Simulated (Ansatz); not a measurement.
**Si₃N₄: do the settings matter for the field gradients?**

Cell: a COD entry (perhaps calculated rather than measured) whose atoms were relaxed with PBE, the cell held.

```
Si N
1.0
     7.60440    0.00000    0.00000
    -3.80220    6.58560    0.00000
     0.00000    0.00000    2.90630
Si N
6 8
Direct
  0.76798 0.17409 0.25000
  0.59389 0.76798 0.75000
  0.82591 0.59389 0.25000
  0.23202 0.82591 0.75000
  0.40611 0.23202 0.25000
  0.17409 0.40611 0.75000
  0.02997 0.32988 0.25000
  0.70009 0.02997 0.75000
  0.67012 0.70009 0.25000
  0.97003 0.67012 0.75000
  0.29991 0.97003 0.25000
  0.32988 0.29991 0.75000
  0.66667 0.33333 0.25000
  0.33333 0.66667 0.75000
```

Atom numbers follow the list; atoms alike are taken as one site, whose name carries the number of the first.

Reference run. Computed with Ansatz: DFT, PBE, plane waves and PAW (field gradients read without the response of the frozen cores, which leaves them typically 4 to 6 % off), scalar-relativistic, 420 eV cutoff, Γ-centred 4×4×10 k-points, Fermi–Dirac smearing 0.02 eV.

Task: The input is changed as follows: `hamiltonian.pseudopotentials`: {kind: paw, frozen_core: stored} → {kind: paw, source: jth}; `basis.ecutrho_ratio`: not typed → 9. What happens to V_zz (10²¹ V/m²) and η?

Result: 

```
site  atom  V_zz reference  η reference  V_zz changed  η changed
  Si     1            0.90         0.27          1.03       0.39
  N7     7           -5.14         0.07         -4.62       0.09
 N13    13           -5.09         0.00         -4.57       0.00
```

The largest change of V_zz is on N13, from -5.09 to -4.57. In per cent, |V_zz| changes by +15 on Si, -10 on N (all sites that start above 0.5). The cutoff that the program takes moves with it, from 420 to 1320 eV. The changed run reads another set of PAW files. New warnings: radial quadrature taken.

On the reference run: At this cell the PBE pressure is 6 GPa, so with PBE the cell would grow if it were relaxed.
